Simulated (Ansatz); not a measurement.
## ZnSnN₂: computed property card

ZnSnN2:
```
CELL_PARAMETERS angstrom
      1.57908     0.91168     5.13093
     -1.57908     0.91168     5.13093
      0.00000    -1.82336     5.13093
ATOMIC_POSITIONS crystal
  Sn 0.00000 0.00000 0.00000
  Zn 0.50000 0.50000 0.50000
  N  0.25337 0.25337 0.25337
  N  0.74663 0.74663 0.74663
```

Space group R-3m (No. 166); conventional cell a = b = 3.1582 Å, c = 15.3928 Å, α = β = 90.00°, γ = 120.00°.

Method: r²SCAN+D4 in the plane-wave PAW code Ansatz. Structure relaxed to zero pressure with the same functional. Other levels are named where they apply.

**Cell and energy**

* **Volume per atom**: 11.08 Å³
* **Density**: 7.95 g/cm³
* **Formation energy from the elements (no fitted shifts)**: 0.10 eV/atom

**Electronic structure**

Band gap: 1.27 eV (indirect)
Valence-band maximum: off the standard path, at k = (-0.018, 0.190, -0.208) in fractions of the reciprocal vectors
Conduction-band minimum: at Γ
Smallest direct gap on the standard path: 1.36 eV
Electron effective mass: 0.14 mₑ (isotropic)
Electron effective mass with spin–orbit coupling: 0.14 mₑ (isotropic)
Hole effective mass: 0.28, 0.83, 19 mₑ (principal values)
Hole effective mass with spin–orbit coupling: 0.28, 0.83, 19 mₑ (principal values)
HSE06 gap on the r²SCAN+D4 cell: 1.98 eV
Gap with spin–orbit coupling: 1.27 eV

**Mechanics**

- Bulk modulus (Birch–Murnaghan fit) = 194 GPa
- Pressure derivative B′ = 4.7
- Elastic constants (relaxed ions, GPa) = C11 = 401, C12 = 127, C13 = 86.4, C14 = -56.2, C33 = 361, C44 = 32.6
- Mechanical stability = stable (all eigenvalues of C positive)

**Charges**

- Bader charges = Sn +2.15, Zn +1.21, N -1.68 e

A made-up cell: these elements were put on the sites of a structure type; neither database checked (COD, Materials Project) lists it. Its standing as an ambient phase is unchecked. The r²SCAN+D4 relaxation kept the symmetry of its start; its stability against distortions is not shown here. The references are the lowest solids computed at this level, not always the standard phases (solids in place of the gases). Spin–orbit coupling is left out wherever it is not named.

Potentials: the earlier of the program's two PAW sets. The files were generated under PBE; for other functionals the program regenerates the frozen cores, and for LDA and PBEsol the local potential too.
